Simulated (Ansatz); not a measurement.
Relaxed candidate structures of WSe2:

A. P-6m2 (No. 187), hP3; a = b = 3.232 Å, c = 6.846 Å, α = β = 90.00°, γ = 120.00°; Se 2h (0.333, 0.667, 0.254); W 1b (0.000, 0.000, 0.500)

B. P6₃/mmc (No. 194), hP6; a = b = 3.2306 Å, c = 12.4134 Å, α = β = 90.00°, γ = 120.00°; W 2c (0.333, 0.667, 0.250); Se 4f (0.667, 0.333, 0.115)

**Question.** Put the candidates in order of energy per atom, lowest first, for PBEsol-D3(BJ) (plane waves to 420 eV, PAW, scalar-relativistic; Ansatz, a first-principles code).

**Answer.** B (reference, the lowest among the structures calculated here), A (+0.061 eV/atom)

**Question.** Give each candidate's band gap.

**Answer.** No candidate is metallic. A: 1.13 eV (no spin-orbit coupling); B: 0.68 eV (no spin-orbit coupling).

Each run could gain symmetry but not lose that of its start, so entries can be saddle points. From databases, or of a type measured for this composition: P6₃/mmc, hP6; the others are generated cells (placed on structure types, drawn at random, substituted or restacked) that were not matched to a known phase here. Static energies at zero pressure. No spin polarisation in the result. Without spin-orbit coupling the bands of the heavy element are not split, so the gap can be far off.
